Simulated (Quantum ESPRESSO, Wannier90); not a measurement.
**HfBe5 (P6/mmm), plane waves to Wannier functions**

```xyz
6
Lattice="4.5194 0.0000 0.0000 -2.2597 3.9139 0.0000 0.0000 0.0000 3.4397" Properties=species:S:1:pos:R:3 pbc="T T T"
Hf     0.0000     0.0000     0.0000
Be     2.2597    -1.3046     0.0000
Be    -2.2597     1.3046     0.0000
Be     2.2597     0.0000     1.7198
Be     1.1298     1.9570     1.7198
Be    -1.1298     1.9570     1.7198
```

Materials Project entry mp-2025; symmetrised, unrelaxed at this level. Not found in the COD (Crystallography Open Database) copy used; not checked further. Level: PBEsol, no spin polarisation, no spin-orbit coupling; pw.x of Quantum ESPRESSO at 71 Ry with PseudoDojo potentials, 4×4×6 k-points, Wannier90. Density: 12×12×12 mesh, cold smearing 0.01 Ry. Spin-orbit coupling is left out although heavy elements are present.

A tight-binding model is made by disentanglement and projection with no localisation steps (num_iter = 0), so the 29 orbitals stay atom-like: hydrogen-like Hf: s;p;d; Be: s;p, axes along x, y, z; frozen window up to 1.50 eV relative to the Fermi level. It follows pw.x to 14 meV rms for states up to 1.0 eV relative to the Fermi level. Matrix elements depend on this choice of orbitals and windows.

The 30 largest hoppings ⟨m,0|H|n,R⟩ between different sites (one of each Hermitian pair; signs follow the real orbitals' lobes; the list may end inside a set of equal values):

```csv
m,n,R,distance of the centres (Å),t (eV)
Be6 px,Be5 px,0 0 0,2.26,3.222
Be5 px,Be6 px,1 0 0,2.26,3.222
Hf1 py,Be2 py,0 1 0,2.63,2.445
Be3 py,Hf1 py,0 1 0,2.63,2.445
Be5 py,Be4 py,0 0 0,2.26,2.317
Be5 py,Be4 py,0 1 0,2.26,2.317
Be6 py,Be4 py,0 1 0,2.26,2.317
Be4 py,Be6 py,1 0 0,2.26,2.317
Be4 pz,Be2 py,0 0 0,2.15,2.265
Be4 pz,Be3 py,1 0 0,2.15,-2.265
Be4 pz,Be2 py,0 0 1,2.15,-2.264
Be4 pz,Be3 py,1 0 1,2.15,2.264
Be4 pz,Be2 s,0 0 1,2.16,-2.202
Be4 pz,Be3 s,1 0 1,2.16,-2.202
Be5 pz,Be2 s,0 1 0,2.16,2.202
Be5 pz,Be3 s,1 0 0,2.16,2.202
Be4 pz,Be2 s,0 0 0,2.16,2.202
Be5 pz,Be2 s,0 1 1,2.16,-2.202
Be4 pz,Be3 s,1 0 0,2.16,2.202
Be5 pz,Be3 s,1 0 1,2.16,-2.202
Be6 pz,Be3 s,0 0 0,2.16,2.202
Be6 pz,Be2 s,0 1 0,2.16,2.202
Be6 pz,Be3 s,0 0 1,2.16,-2.202
Be6 pz,Be2 s,0 1 1,2.16,-2.202
Be4 pz,Be2 pz,0 0 1,2.16,2.145
Be4 pz,Be3 pz,1 0 1,2.16,2.145
Be5 pz,Be2 pz,0 1 0,2.16,2.144
Be5 pz,Be2 pz,0 1 1,2.16,2.144
Be5 pz,Be3 pz,1 0 0,2.16,2.144
Be5 pz,Be3 pz,1 0 1,2.16,2.144
```
